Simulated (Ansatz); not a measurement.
Method: DFT PBE, scalar-relativistic, plane waves, PAW in Ansatz. Settings: cutoff 420 eV, Γ-centred meshes spaced at most about 0.3 Å⁻¹, and about 0.25 Å⁻¹ or finer for metals (2π included), Gaussian smearing. No spin polarisation in the final relaxations.

All energies are static (0 K, no zero-point motion). All come from trial cells, and lower structures may exist.

Problem. Order these relaxed structures of LiSe6 by energy, lowest first, with the energy over the lowest of them.
A.

```xyz
7
Lattice="6.7314 0.0000 0.0000 0.0000 6.7314 0.0000 0.0000 0.0000 6.7314" Properties=species:S:1:pos:R:3 pbc="T T T"
Li    0.0000    0.0000    0.0000
Se    5.5817    3.3657    3.3657
Se    1.1497    3.3657    3.3657
Se    3.3657    3.3657    5.5817
Se    3.3657    3.3657    1.1497
Se    3.3657    1.1497    3.3657
Se    3.3657    5.5817    3.3657
```

B.

```xyz
7
Lattice="8.1847 0.0000 0.0000 -4.0923 7.0881 0.0000 0.0000 0.0000 3.9107" Properties=species:S:1:pos:R:3 pbc="T T T"
Li    0.0000    0.0000    0.0000
Se   -1.2312    2.1325    1.9554
Se    2.8611    4.9557    1.9554
Se    2.4624    0.0000    1.9554
Se   -2.8611    4.9557    1.9554
Se    1.2312    2.1325    1.9554
Se    5.7223    0.0000    1.9554
```

Solution. B (0 meV/atom), A (180 meV/atom). Forms: B P6/mmm; A Pm-3m. Counting Se atoms around Li (those within 1.25 times the shortest such distance or 1.15 times the sum of covalent radii; the shortest distance is added where it is long for a bond): B has Li 12 from 3.1 Å; A has Li 24 from 4.9 Å. B holds Se–Se units of three or more atoms (shortest 2.46 Å); A holds Se–Se pairs (shortest 2.30 Å). Even the lowest lies +0.13 eV/atom against the elements.

No dispersion correction is applied, so the spacing and binding between layers, chains or molecules are poorly described (P6/mmm, Pm-3m), and this can change margins and order among such cells. In P6/mmm, Pm-3m an odd number of electrons in the primitive cell allows no gap without spin; a larger cell or a magnetic state could open one. A magnetic state wasn't ruled out in cells without spin, among them P6/mmm, Pm-3m. Cells relaxed within their symmetry can be saddle points. Some candidate types were left out of the draw beforehand, so a known form may be missing.
